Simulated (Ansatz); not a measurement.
# From the elastic tensor of ScPd to moduli and sound speeds

Level of theory: DFT LDA, scalar-relativistic, plane waves, PAW (Ansatz). Settings: 420 eV plane-wave cutoff, Γ-centred 12×12×12 mesh, Fermi-Dirac smearing of 0.15 eV. No spin polarisation.

The structure is cubic, space group Pm-3m (No. 221). Conventional cell: a = 3.231 Å, b = 3.231 Å, c = 3.231 Å, α = 90.00°, β = 90.00°, γ = 90.00°. Sc (site symmetry m-3m) is surrounded by 8 Pd at 2.80 Å. Pd (site symmetry m-3m) has 8 Sc at 2.80 Å as nearest neighbours.

In a metal, frequencies and elastic constants depend on the k mesh and the smearing, soft modes and shear constants most.

Relaxed-ion constants (GPa, on the Cartesian axes of the calculation):
C11 = 168.2, C12 = 117.0, C13 = 117.0, C22 = 168.2, C23 = 117.0, C33 = 168.2, C44 = 49.3, C55 = 49.3, C66 = 49.3 GPa; the others vanish.

Density 7.453 g/cm³; 2 atoms in 33.73 Å³.

The values that follow are for a polycrystal of randomly turned grains, by Hill's mean where one number stands.

```json
{
  "Bulk modulus, Voigt / Reuss / Hill": "134.1 / 134.1 / 134.1 GPa",
  "Shear modulus, Voigt / Reuss / Hill": "39.8 / 36.0 / 37.9 GPa",
  "Young's modulus": "104 GPa",
  "Poisson ratio": "0.371",
  "Pugh ratio B/G": "3.54 (over 1.75, the rule of thumb for ductile)",
  "Universal anisotropy index": "0.53",
  "Longitudinal and transverse sound speeds": "4977 and 2255 m/s",
  "Debye temperature from the mean sound speed": "295 K"
}
```

Cost: 1 run of about 0.85 core-minutes, on Arm Neoverse V2 (shared hosts).